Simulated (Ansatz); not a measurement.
Values for one crystal, relaxed and computed with PBE (plane waves, PAW; program Ansatz); other levels are named.

* **Volume per atom**: 17.88 Å³
* **Band gap**: 2.76 eV (indirect)
* **Elastic constants (relaxed ions, GPa)**: C11 = 139, C12 = 41.6, C44 = 54.0
* **Poisson's ratio**: 0.22
* **Vibrational entropy at 300 K**: 26.4 J/(K·mol of atoms)
* **Mechanical stability**: stable (all eigenvalues of C positive)
* **Pressure derivative B′**: 4.1

Question: Which compound is it?
A) MgS, rock salt
B) AlN, wurtzite
C) CdSe, zinc blende
D) BeS, zinc blende

Answer: A, MgS, rock salt

Space group Fm-3m (rock salt). The PBE relaxation kept the symmetry of its start; phonons on a q-mesh show no instability.

Potentials: the later of the program's two PAW sets.
